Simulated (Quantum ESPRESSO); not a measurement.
pw.x input (Quantum ESPRESSO 7.5; PBEsol, PseudoDojo standard norm-conserving files, scalar-relativistic):

```
&CONTROL
  calculation = 'scf'
  pseudo_dir = './pseudo'
  outdir = './out'
  tprnfor = .true.
  tstress = .true.
/
&SYSTEM
  ibrav = 0
  nat = 5
  ntyp = 3
  ecutwfc = 84.0
  ecutrho = 336.0
  occupations = 'smearing'
  smearing = 'fd'
  degauss = 0.002
  nbnd = 24
/
&ELECTRONS
  conv_thr = 5e-10
/
ATOMIC_SPECIES
F 18.9984 F.upf
K 39.0983 K.upf
Ca 40.0780 Ca.upf
CELL_PARAMETERS angstrom
  4.481730000000   0.000000000000   0.000000000000
  0.000000000000   4.481730000000   0.000000000000
  0.000000000000   0.000000000000   4.481730000000
ATOMIC_POSITIONS crystal
F   0.000000000000   0.500000000000   0.000000000000
F   0.500000000000   0.000000000000   0.000000000000
F   0.000000000000   0.000000000000   0.500000000000
K   0.500000000000   0.500000000000   0.500000000000
Ca   0.000000000000   0.000000000000   0.000000000000
K_POINTS automatic
6 6 6 0 0 0
```

End of the output:

```
     total energy              =    -285.38117998 Ry
     estimated scf accuracy    <       0.00000107 Ry
     total energy              =    -285.38118031 Ry
     estimated scf accuracy    <       0.00000001 Ry
     total energy              =    -285.38118032 Ry
     estimated scf accuracy    <          2.1E-09 Ry
[...]
     the Fermi energy is     5.6495 ev
!    total energy              =    -285.38118032 Ry
     estimated scf accuracy    <          4.8E-12 Ry
     smearing contrib. (-TS)   =       0.00000000 Ry
     internal energy E=F+TS    =    -285.38118032 Ry
     The total energy is F=E-TS. E is the sum of the following terms:
     one-electron contribution =    -131.06121261 Ry
     hartree contribution      =      83.53866976 Ry
     xc contribution           =     -59.95274719 Ry
     ewald contribution        =    -177.90589029 Ry
     convergence has been achieved in  10 iterations
     Forces acting on atoms (cartesian axes, Ry/au):
     atom    1 type  1   force =     0.00000000    0.00000000    0.00000000
     atom    2 type  1   force =     0.00000000    0.00000000    0.00000000
     atom    3 type  1   force =     0.00000000    0.00000000    0.00000000
     atom    4 type  2   force =     0.00000000    0.00000000    0.00000000
     atom    5 type  3   force =     0.00000000    0.00000000    0.00000000
     Total force =     0.000000     Total SCF correction =     0.000000
     Computing stress (Cartesian axis) and pressure
          total   stress  (Ry/bohr**3)                   (kbar)     P=      -25.05
  -0.00017030   0.00000000   0.00000000          -25.05        0.00        0.00
   0.00000000  -0.00017030   0.00000000            0.00      -25.05        0.00
   0.00000000   0.00000000  -0.00017030            0.00        0.00      -25.05
```
In a gapped system the printed Fermi energy is only some level inside the gap.

Geometry of the Materials Project entry, not relaxed at this level.
